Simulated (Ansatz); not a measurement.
**Phonon spectrum of MgSi4N2**

Computed with DFT PBE, scalar-relativistic, plane waves, PAW (Ansatz 0.2.0). Plane waves to 420 eV; Γ-centred k mesh 10×10×10; Gaussian smearing of 0.10 eV. No spin polarisation. Phonons by linear response, acoustic sum rule imposed.

The cell, relaxed at this level:
```xyz
7
Lattice="-1.7807 3.2980 4.4953 1.7807 -3.2980 4.4953 1.7807 3.2980 -4.4953" Properties=species:S:1:pos:R:3 pbc="T T T"
Mg    0.0000    0.0000    0.0000
Si    1.7807    2.0923    1.6018
Si    0.0000    1.2057    2.8935
Si    0.0000    1.2057    6.0971
Si    1.7807    2.0923   -1.6018
N     0.0000    1.9039    4.4953
N     1.7807    1.3941    0.0000
```

The cell was found from a structure generator's guess, not taken from experiment. In a metal, frequencies and elastic constants depend on the k mesh and the smearing, soft modes and shear constants most. The q mesh is coarse, so values between its points are rough.

Force constants from linear response on a 2×2×2 q mesh.

Question: Is the structure dynamically stable on this mesh?

Answer: Yes, on this mesh: no mode is imaginary.

Question: Give the frequencies (cm⁻¹; i marks imaginary ones) at the irreducible q points, in fractions of the reciprocal vectors.

Answer:
```tsv
q	star	frequencies
0.000 0.000 0.000	1	0 0 0 87 140 191 218 231 270 274 355 356 357 371 425 451 482 523 657 870 895
0.000 0.000 -0.500	2	135 160 172 198 200 234 237 237 275 286 350 351 360 403 436 446 454 560 596 896 899
0.000 -0.500 0.000	2	141 149 169 171 197 225 225 256 299 300 324 332 364 423 441 444 444 543 608 882 903
0.000 -0.500 -0.500	2	105 113 133 143 150 169 193 224 235 266 283 324 402 413 432 434 440 571 615 886 887
-0.500 -0.500 -0.500	1	48 70 87 122 140 150 178 180 287 291 305 323 366 421 422 454 471 585 600 874 908
```
